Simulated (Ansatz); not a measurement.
MgO:
```xyz
4
Lattice="3.4943 0.0000 0.0000 -1.7472 3.0262 0.0000 0.0000 0.0000 4.1951" Properties=species:S:1:pos:R:3 pbc="T T T"
Mg     1.7472     1.0087     3.1463
Mg     0.0000     2.0175     1.0488
O      1.7472     1.0087     1.0488
O      0.0000     2.0175     3.1463
```

x, y and z are the axes in which the lattice vectors are written.

Give the high-frequency dielectric tensor and the Born effective charge tensors of the independent atoms from DFPT, PBEsol (plane waves, PAW; program Ansatz).


ε∞:
```
3.05  0.00  0.00
0.00  3.05  0.00
0.00  0.00  3.07
```
Z* of atom 1 (Mg), rows: field, columns: displacement, in e:
```
1.77  0.00  0.00
0.00  1.77  0.00
0.00  0.00  2.01
```
Z* of atom 3 (O), rows: field, columns: displacement, in e:
```
-1.77   0.00   0.00
 0.00  -1.77   0.00
 0.00   0.00  -2.01
```

Space group P6_3/mmc. The workflow started from a Materials Project entry (that database holds measured and hypothetical structures alike); the Crystallography Open Database copy checked does not list it. It is not the phase usual at ambient conditions (space group No. 225). The cell was relaxed with PBEsol under the symmetry of its start; its stability against distortions is not shown here.

Potentials: the earlier of the program's two PAW sets. The files were generated under PBE; for other functionals the program regenerates the frozen cores, and for LDA and PBEsol the local potential too.
